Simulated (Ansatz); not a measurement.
## Ansatz run, Lu2Pd2Pb

input.yaml (Ansatz 0.2.0)

```yaml
crystal:
  lattice:
    - [7.75665339, 0.0, 0.0]
    - [0.0, 7.75665339, 0.0]
    - [0.0, 0.0, 3.58935531]
  atoms:
    - { symbol: Pd, position: [0.3717, 0.8717, 0.0] }
    - { symbol: Pd, position: [0.1283, 0.3717, 0.0] }
    - { symbol: Pd, position: [0.6283, 0.1283, 0.0] }
    - { symbol: Pd, position: [0.8717, 0.6283, 0.0] }
    - { symbol: Lu, position: [0.1684, 0.6684, 0.5] }
    - { symbol: Lu, position: [0.3316, 0.1684, 0.5] }
    - { symbol: Lu, position: [0.8316, 0.3316, 0.5] }
    - { symbol: Lu, position: [0.6684, 0.8316, 0.5] }
    - { symbol: Pb, position: [0.0, 0.0, 0.0] }
    - { symbol: Pb, position: [0.5, 0.5, 0.0] }
  symmetry: { tolerance: 0.0003 }
kpoints:
  mp_grid: { grid: [4, 4, 7], shift: [0, 0, 0] }
  band_path:
    path:
      - [0.0, 0.0, 0.0]
      - [0.0, 0.5, 0.0]
      - [0.5, 0.5, 0.0]
      - [0.0, 0.0, 0.0]
      - [0.0, 0.0, 0.5]
      - [0.0, 0.5, 0.5]
      - [0.5, 0.5, 0.5]
      - [0.0, 0.0, 0.5]
      - [0.0, 0.5, 0.0]
      - [0.0, 0.5, 0.5]
      - [0.5, 0.5, 0.0]
    npoints: 6
magnetization:
  spin_polarized: false
scf:
  occupations: { method: fermi_dirac, width: 0.0133 }
  lower_state_search: "off"
  max_iter: 200
hamiltonian:
  pseudopotentials: { kind: paw }
  xc: r2scan
basis:
  ecutwfc: 500
  fft_grid_basis: typed
output:
  forces: true
  stress: true
  eigenvalues: true
  bader: true
  populations: true
  elf: true
  write_potential: true
  volumetric_format: npy
  dos:
    e_range: [-12, 8]
    de: 0.05
    projected: { site_lists: { Lu: [Lu], Pb: [Pb], Pd: [Pd] } }
checkpoint:
  read: saved_state
```

The saved state is an earlier solution for the same cell, perhaps on another mesh. 

Output (shortened):

```
SCF iter   1: F=-110768.2238 eV  Δρ=2.73e-3  dr2=2.31e-2  dr2_τ=2.67e-3
SCF iter   2: F=-110768.2347 eV  Δρ=1.42e-3  dr2=6.73e-3  dr2_τ=3.94e-4
SCF iter   3: F=-110768.2362 eV  Δρ=6.60e-4  dr2=2.32e-3  dr2_τ=9.99e-5
SCF iter   4: F=-110768.2371 eV  Δρ=2.84e-4  dr2=2.43e-4  dr2_τ=7.81e-6
SCF iter   5: F=-110768.2373 eV  Δρ=1.83e-4  dr2=7.53e-5  dr2_τ=6.75e-6
SCF iter   6: F=-110768.2370 eV  Δρ=7.55e-5  dr2=1.53e-5  dr2_τ=6.85e-7
SCF iter   7: F=-110768.2370 eV  Δρ=2.45e-5  dr2=2.68e-6  dr2_τ=1.74e-7
SCF iter   8: F=-110768.2370 eV  Δρ=1.14e-5  dr2=4.15e-7  dr2_τ=7.81e-9
SCF iter   9: F=-110768.2370 eV  Δρ=3.52e-6  dr2=2.98e-8  dr2_τ=3.31e-9
Free energy (F): -110768.2370 eV
Harris-Foulkes:  -110768.2370 eV  (|F-HF|=1.57e-9)
Internal energy: -110768.2341 eV  (E = F + TS)
E sigma→0 (E₀):  -110768.2356 eV
Entropy (-TS):   -0.0028 eV (-0.283 meV/atom)
Fermi energy:    16.2949 eV
--- Forces (eV/Å), atoms counted from 1 ---
  atom   1  Pd     0.1332     0.1332     0.0000
  atom   2  Pd    -0.1332     0.1332     0.0000
  atom   3  Pd    -0.1332    -0.1332     0.0000
  atom   4  Pd     0.1332    -0.1332     0.0000
  atom   5  Lu    -0.0260    -0.0260     0.0000
  atom   6  Lu     0.0260    -0.0260     0.0000
  atom   7  Lu     0.0260     0.0260     0.0000
  atom   8  Lu    -0.0260     0.0260     0.0000
  atom   9  Pb     0.0000     0.0000     0.0000
  atom  10  Pb     0.0000     0.0000     0.0000
--- Stress (GPa, compression-positive) ---
       -1.1953       0.0000       0.0000
        0.0000      -1.1953       0.0000
        0.0000       0.0000      -1.4110
  P = ⅓ Tr σ = -1.2672 GPa (-12.672 kbar)
```

Absolute energies hang on the potentials; compare differences alone.

Origin: a database entry at a rescaled volume.
